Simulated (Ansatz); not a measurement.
Theory: DFT PBE, scalar-relativistic, plane waves, PAW in Ansatz. All cells share a 420 eV cutoff and Γ-centred k meshes spaced at most about 0.3 Å⁻¹ (about 0.25 or finer for metals, 2π included). Collinear spin in cells that started with moments and kept them past the coarse steps, no spin elsewhere.

All energies are static (0 K, no zero-point motion). All come from trial cells, and lower structures may exist.

**Question.** Which of these relaxed structures of CrSiB₃ is the lowest in energy?
1.

```cif
data_structure
_symmetry_space_group_name_H-M 'P-6m2'
_symmetry_Int_Tables_number 187
_cell_length_a 3.3515
_cell_length_b 3.3515
_cell_length_c 4.6058
_cell_angle_alpha 90.000
_cell_angle_beta 90.000
_cell_angle_gamma 120.000
_cell_volume 44.80
loop_
_atom_site_label
_atom_site_type_symbol
_atom_site_symmetry_multiplicity
_atom_site_Wyckoff_symbol
_atom_site_fract_x
_atom_site_fract_y
_atom_site_fract_z
_atom_site_occupancy
Cr1 Cr 1 b 0.00000 0.00000 0.50000 1
Si1 Si 1 c 0.33333 0.66667 0.00000 1
B1 B 2 i 0.66667 0.33333 0.80417 1
B2 B 1 d 0.33333 0.66667 0.50000 1
```

2.

```cif
data_structure
_symmetry_space_group_name_H-M 'Pm-3m'
_symmetry_Int_Tables_number 221
_cell_length_a 3.9052
_cell_length_b 3.9052
_cell_length_c 3.9052
_cell_angle_alpha 90.000
_cell_angle_beta 90.000
_cell_angle_gamma 90.000
_cell_volume 59.56
loop_
_atom_site_label
_atom_site_type_symbol
_atom_site_symmetry_multiplicity
_atom_site_Wyckoff_symbol
_atom_site_fract_x
_atom_site_fract_y
_atom_site_fract_z
_atom_site_occupancy
Cr1 Cr 1 b 0.50000 0.50000 0.50000 1
Si1 Si 1 a 0.00000 0.00000 0.00000 1
B1 B 3 c 0.50000 0.00000 0.50000 1
```

3.

```cif
data_structure
_symmetry_space_group_name_H-M 'P-6m2'
_symmetry_Int_Tables_number 187
_cell_length_a 3.9063
_cell_length_b 3.9063
_cell_length_c 3.9856
_cell_angle_alpha 90.000
_cell_angle_beta 90.000
_cell_angle_gamma 120.000
_cell_volume 52.67
loop_
_atom_site_label
_atom_site_type_symbol
_atom_site_symmetry_multiplicity
_atom_site_Wyckoff_symbol
_atom_site_fract_x
_atom_site_fract_y
_atom_site_fract_z
_atom_site_occupancy
Cr1 Cr 1 a 0.00000 0.00000 0.00000 1
Si1 Si 1 c 0.33333 0.66667 0.00000 1
B1 B 1 b 0.00000 0.00000 0.50000 1
B2 B 1 e 0.66667 0.33333 0.00000 1
B3 B 1 f 0.66667 0.33333 0.50000 1
```

**Answer.** 1. It has space group P-6m2 (No. 187); the next, 3, with space group P-6m2 (No. 187), lies 0.43 eV/atom higher. Largest moments: 1 no spin, 3 no spin, 2 0.3 μB. Counting B or Si atoms around Cr (for each partner element, those within 1.25 times its shortest distance or 1.15 times the sum of covalent radii, where it is the nearest in units of that sum or under 1.3; a plus sign parts groups by distance over the sum of covalent radii), the lowest has Cr 3+12 and the next has Cr 8. The lowest holds B–B pairs (shortest 1.80 Å); the next holds B–B chains (shortest 1.99 Å). Even the lowest lies +0.73 eV/atom against the elements.

Another magnetic order may lie lower. Trial moments died out on the coarse mesh in P-6m2; another magnetic start might hold. Cells relaxed within their symmetry can be saddle points. Some types were kept out of the candidates beforehand, so the set may lack a known form.
